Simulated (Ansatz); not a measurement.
**ZnS: zone-centre modes**

Level of theory: DFT r2SCAN, scalar-relativistic, plane waves, PAW (Ansatz 0.2.0). Cutoff 500 eV, Γ-centred 6×4×4 k-points, Gaussian smearing of 0.05 eV. No spin polarisation.

The undisturbed cell (relaxed at this level):

```yaml
crystal:
  lattice:
    - [-3.80672, 0.00000, 0.00000]
    - [0.00000, 0.00000, -6.24574]
    - [0.00000, -6.59344, 0.00000]
  atoms:
    - { symbol: Zn, position: [0.50000, 0.99461, 0.16667] }
    - { symbol: Zn, position: [0.00000, 0.99461, 0.66667] }
    - { symbol: Zn, position: [0.00000, 0.49461, 0.33333] }
    - { symbol: Zn, position: [0.50000, 0.49461, 0.83333] }
    - { symbol: S, position: [0.50000, 0.62039, 0.16667] }
    - { symbol: S, position: [0.00000, 0.62039, 0.66667] }
    - { symbol: S, position: [0.00000, 0.12039, 0.33333] }
    - { symbol: S, position: [0.50000, 0.12039, 0.83333] }
```

Harmonic modes by finite displacements of 0.02 Å, without the LO–TO term. The cell doubles the primitive one, so its zone centre also holds the primitive cell's point q = (0, 1/2, 0).

**Question.** At this geometry, is the structure stable against these modes?

**Answer.** Yes: no mode is imaginary beyond 10 cm⁻¹, and only the three translations lie near zero.

**Question.** List the wavenumbers in cm⁻¹.

**Answer.** 0, 0, 0, 71, 72, 72, 93, 99, 115, 181, 196, 196, 271, 275, 275, 282, 282, 288, 294, 305, 311, 327, 339, 340.

Cost: 1 run of about 8.6 core-minutes, on Oxide Virtual Turin-like Processor (Zen 5) (shared hosts).